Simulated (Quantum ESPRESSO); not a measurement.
Kohn-Sham bands of PbSe (rock salt)

```yaml
crystal:
  lattice:
    - [0.00000, 3.09083, 3.09083]
    - [3.09083, 0.00000, 3.09083]
    - [3.09083, 3.09083, 0.00000]
  atoms:
    - { symbol: Pb, position: [0.00000, 0.00000, 0.00000] }
    - { symbol: Se, position: [0.50000, 0.50000, 0.50000] }
```

Structure: Materials Project mp-2201, symmetrised, not relaxed again. COD (Crystallography Open Database) has an entry of this formula and space group (matched by these alone). Level: PBE, no spin polarisation, no spin-orbit coupling; pw.x of Quantum ESPRESSO at 69 Ry with PseudoDojo potentials, 10×10×10 k-points, Wannier90. Density: 10×10×10 mesh, cold smearing 0.01 Ry. Spin-orbit coupling is left out although heavy elements are present.

Energies are relative to the valence-band maximum; weights are on the orthonormalised atomic waves of the pseudopotential files, averaged over the group. 30 electrons a cell are treated as valence.

```csv
bands,from (eV),to (eV),filling,weight on atomic waves
1–5,-47.16,-47.15,filled,…
6–10,-16.85,-16.71,filled,…
11,-13.33,-11.97,filled,…
12,-8.62,-6.33,filled,…
13–15,-4.71,0.00,filled,…
```

**Question.** Which atomic shells make up each group?

**Answer.** 
- 1–5, weight on atomic waves: Se 3d 100 %
- 6–10, weight on atomic waves: Pb 5d 100 %
- 11, weight on atomic waves: Se 4s 80 %, Pb 6p 13 %, Pb 6s 5 %
- 12, weight on atomic waves: Pb 6s 76 %, Se 4p 16 %, Se 4s 7 %
- 13–15, weight on atomic waves: Se 4p 70 %, Pb 6p 23 %, Pb 6s 5 %

The Kohn-Sham gap over both meshes and the path is 0.39 eV.
